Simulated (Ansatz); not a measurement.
Start of a relaxation of Al2BN3:

```
Al B N
1.0
     2.22182    1.28277    4.31967
    -2.22182    1.28277    4.31967
     0.00000   -2.56554    4.31967
Al B N
2 1 3
Direct
  0.32488 0.32488 0.32488
  0.67512 0.67512 0.67512
  0.50000 0.50000 0.50000
  0.00000 0.00000 0.50000
  0.50000 0.00000 0.00000
  0.00000 0.50000 0.00000
```

Level of theory: Ansatz, DFT PBE, scalar-relativistic, plane waves, PAW. Cutoff 420 eV, Gaussian smearing, Γ-centred meshes. Cell and atoms relax first on a coarse mesh and then on a finer one. In between, the cell is made exact in the group found at 0.06 Å. In metals the finer mesh still leaves noise of several meV/atom or more. The steps can't lower the symmetry of their start. No spin polarisation in the relaxation; trial moments died out in a coarse test.

A guess keeps its type if space group and coordination stay and the shape of the cell changes little (axis ratios within about 15 %, angles within 6°); the volume may change.

Question: Does this structure survive the relaxation?

Answer: It doesn't keep its type. The symmetry stays R-3m (No. 166). The volume per atom shrinks by 3.5 %, from 12.3 to 11.9 Å³. The shortest distance goes from 2.22 Å (B–N and N–N) to 1.85 Å (Al–N). The ratio c/a of the conventional cell changes by a factor of 0.68. Counting neighbours within 15 % of an atom's shortest distance, the start has Al 7, B 8, N 8 and the end Al 3, B 2, N 2. In detail, at the end Al has 3 N at 1.85 Å and 1 B at 2.13 Å; B is surrounded by 2 Al at 2.13 Å and 6 N at 2.50 Å; N is surrounded by 2 Al at 1.85 Å, 4 N at 2.50 Å and 2 B at 2.50 Å.

```
CELL_PARAMETERS angstrom
2.49979 1.44326 3.29380
-2.49979 1.44326 3.29380
0.00000 -2.88651 3.29380
ATOMIC_POSITIONS crystal
Al 0.28395 0.28395 0.28395
Al 0.71605 0.71605 0.71605
B 0.50000 0.50000 0.50000
N 0.00000 0.00000 0.50000
N 0.50000 0.00000 0.00000
N 0.00000 0.50000 0.00000
```

Formation energies are uncorrected and refer to the elements' standard structures at the same level (N₂ as a molecule).

Question: At what energy does it end?

Answer: +1.17 eV/atom. A positive value: parting into the elements would lower its energy.

The last run used a 12×12×12 mesh for its 6-atom cell and Gaussian smearing of 0.10 eV. A structure relaxed within its symmetry needn't be a true minimum. Another cell of Al2BN3 relaxed alike, in P4/mmm, lies 1.39 eV/atom lower, so this cell isn't the stable form at this level.
